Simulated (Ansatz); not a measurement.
# Kick test of a cell of B₅P

The cell was found from a proposed guess, not taken from experiment.

The calculation used DFT PBE, scalar-relativistic, plane waves, PAW in Ansatz 0.2.0. Settings: cutoff 420 eV, Γ-centred mesh 6×6×6 on the computed 6-atom cell, Gaussian smearing of 0.02 eV; no spin polarisation.

The cell below (6 atoms, space group P4mm (No. 99)) is relaxed within its symmetry.

```
B P
1.0
     4.27935    0.00000    0.00000
     0.00000    4.27935    0.00000
     0.00000    0.00000    4.41582
B P
5 1
Cartesian
  2.1397 2.1397 0.9241
  2.1397 0.8326 2.0092
  0.8326 2.1397 2.0092
  2.1397 3.4468 2.0092
  3.4468 2.1397 2.0092
  2.1397 2.1397 3.4475
```

For the test a repeat of it with 12 atoms (edges 4.28, 4.42, 8.56 Å) was strained at random (σ = 1.5 % a component), the atoms were moved at random (σ = 0.15 Å), and all was relaxed again on a coarse 4×4×2 mesh (in the run’s order of axes) with 0.10 eV smearing, with no symmetry imposed.

Problem. Does it come back?

Solution. It returns, within 1 meV/atom of the unmoved cell on that mesh and with the same symmetry when read at 0.1 Å (P2 at 0.01 Å, so small strains and shifts remain). So it is stable against the distortions that fit this cell and that this random move excites. Modes that don't fit the cell aren't tested.
